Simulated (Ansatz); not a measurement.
CsLuS2 (R-3m): gap, valleys and masses

```
CELL_PARAMETERS angstrom
1.97556 1.14059 7.90747
-1.97556 1.14059 7.90747
0.00000 -2.28118 7.90747
ATOMIC_POSITIONS crystal
Cs 0.00000 0.00000 0.00000
Lu 0.50000 0.50000 0.50000
S 0.77301 0.77301 0.77301
S 0.22699 0.22699 0.22699
```

Unless marked otherwise, the numbers come from PBEsol, all-electron LAPW in Ansatz 0.2.0, scalar-relativistic. k mesh 6×6×6, fixed occupations, basis error target 1 meV/atom. The cell was relaxed by PAW under this functional. The structure is one entry of a database and needn't be the stable phase.

Extrema are searched on a 10×10×10 mesh and refined by Newton steps; masses come from band slopes 0.005 Å⁻¹ away, 1/m* = (1/ħ²) d²E/dk², negative for holes (the finite step makes the lightest masses up to about 3 % heavy). k is in units of the reciprocal vectors.

**Question.** Where are the band edges, and is the gap direct?

**Answer.** The valence maximum lies at Gamma (0.000, 0.000, 0.000) and the conduction minimum at F (0.000, -0.500, -0.500), so the Kohn-Sham gap of 1.847 eV is indirect; the least direct gap on the mesh is 2.564 eV.

**Question.** What are the electron masses at the edge?

**Answer.** The principal masses are 0.259, 0.408, 1.31 mₑ. One valley has a density-of-states mass (m₁m₂m₃)^(1/3) = 0.517; 3 valleys give N^(2/3) times that, 1.08; the direction-averaged conductivity mass 3/Σ(1/mᵢ) is 0.424 mₑ.

**Question.** Several bands lie at or near the hole edge, or its surface isn't an ellipsoid. What are the masses by direction?

**Answer.** 

| direction | branch from the edge | its level at the point (eV from the edge) | m*/mₑ |
| --- | --- | --- | --- |
| x | 1 | 0.000 | -0.789 |
| x | 2 | 0.000 | -0.216 |
| x | 3 | -0.105 | -2.01 |
| y | 1 | 0.000 | -0.789 |
| y | 2 | 0.000 | -0.216 |
| y | 3 | -0.105 | -2.01 |
| z | 1 | 0.000 | -2.57 |
| z | 2 | 0.000 | -2.57 |
| z | 3 | -0.105 | -0.301 |
| x+y | 1 | 0.000 | -0.789 |
| x+y | 2 | 0.000 | -0.216 |
| x+y | 3 | -0.105 | -2.01 |
| x+z | 1 | 0.000 | -1.24 |
| x+z | 2 | 0.000 | -0.396 |
| x+z | 3 | -0.105 | -0.523 |
| y+z | 1 | 0.000 | -0.968 |
| y+z | 2 | 0.000 | -0.435 |
| y+z | 3 | -0.105 | -0.523 |
| x+y+z | 1 | 0.000 | -1.2 |
| x+y+z | 2 | 0.000 | -0.298 |
| x+y+z | 3 | -0.105 | -0.693 |

**Question.** Along the Cartesian direction x-y the conduction slope is 0.1404 eV·Å one step out. What is it four steps out, and what does that say?

**Answer.** 0.5598 eV·Å, 3.988 times the first; a parabola would give 4, so the band is nearly parabolic here.

**Question.** What electronic dielectric constant and refractive index follow from the same bands (independent particles)?

**Answer.** ε∞ = (6.22, 6.22, 5.87), so n ≈ √ε∞ = 2.47 (mean over directions) well under the gap and the normal reflectivity is ((n − 1)/(n + 1))² = 0.179. Local fields, left out here, lower ε∞ by several per cent.

**Question.** What gap does PAW give in the same cell?

**Answer.** 1.845 eV, -2 meV from the LAPW value.

**Question.** Cells strained by ±0.5 % (all lengths, zz alone, equal engineering shears γ in yz, zx, xy; ions relaxed) give deformation potentials. How do the edge levels move, in eV per unit strain against the centre of the top valence set?

**Answer.** 

```tsv
point	k	side	bands	level (eV)	d/dlnV	d/dε_zz	d/dγ	split/ε_zz	split/γ
Gamma	0.00 0.00 0.00	valence	2	0.000	0.00	0.00	0.00*	0.00	4.07
Gamma	0.00 0.00 0.00	conduction	1	2.758	-1.48	-9.83	0.00*	–	–
F	0.00 0.50 0.50	conduction	1	1.847	2.61	-0.56	0.89	–	–
F	0.50 0.00 0.50	conduction	1	1.847	2.61	-0.56	-1.03	–	–
F	0.50 0.50 0.00	conduction	1	1.847	2.61	-0.56	0.13	–	–
T	-0.50 -0.50 -0.50	valence	2	-0.095	0.39	0.84	0.00	0.00	3.37
T	-0.50 -0.50 -0.50	conduction	1	3.157	-1.53	-8.51	0.00	–	–
L	-0.50 0.00 0.00	valence	1	-0.977	0.62	1.51	3.04	–	–
L	-0.50 0.00 0.00	conduction	1	2.577	2.09	-0.99	0.56	–	–
L	0.00 -0.50 0.00	valence	1	-0.977	0.62	1.51	-3.30	–	–
L	0.00 -0.50 0.00	conduction	1	2.577	2.09	-0.99	-0.51	–	–
L	0.00 0.00 -0.50	valence	1	-0.977	0.62	1.51	0.25	–	–
L	0.00 0.00 -0.50	conduction	1	2.577	2.09	-0.99	-0.05	–	–
```

Sets with another level within 0.15 eV are left out, since it mixes in under strain; the reference set stays in any case. Entries marked * vanish by symmetry to first order; what they show is the residue of the finite step. These cells use a basis error target of 0.5 meV/atom.

Limits of these numbers: no spin-orbit coupling on heavy atoms; semilocal gaps are low, and what follows the gap (onsets, screening, light masses) shifts with it; without spin-orbit coupling, bands that meet at the valence top are not the light and heavy holes of experiment; the frozen-core PAW files of the compared runs were fitted under PBE, their cores solved anew for this functional.
